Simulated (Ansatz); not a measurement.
Ge:
```cif
data_Ge2
_chemical_formula_sum 'Ge2'
_space_group_name_H-M_alt 'P 1'
_space_group_IT_number 1
_cell_length_a 4.01068
_cell_length_b 4.01068
_cell_length_c 4.01068
_cell_angle_alpha 60.000
_cell_angle_beta 60.000
_cell_angle_gamma 60.000
loop_
_space_group_symop_operation_xyz
  'x, y, z'
loop_
_atom_site_label
_atom_site_type_symbol
_atom_site_fract_x
_atom_site_fract_y
_atom_site_fract_z
_atom_site_occupancy
Ge1 Ge 0.00000 0.00000 0.00000 1
Ge2 Ge 0.25000 0.25000 0.25000 1
```

Relaxed with r²SCAN.

Decompose the optical modes at the zone centre into irreducible representations, and say which are infrared and Raman allowed.

Point group m-3m: Γ_opt = T2g. Infrared: none. Raman: T2g.

Assign frequencies (DFPT, DFT-r²SCAN in the program Ansatz with PAW potentials).

T2g 298 cm⁻¹.

Space group Fd-3m (diamond). The cell was relaxed with r²SCAN under the symmetry of its start; phonons on a q-mesh show no instability.

Potentials: the earlier of the program's two PAW sets.
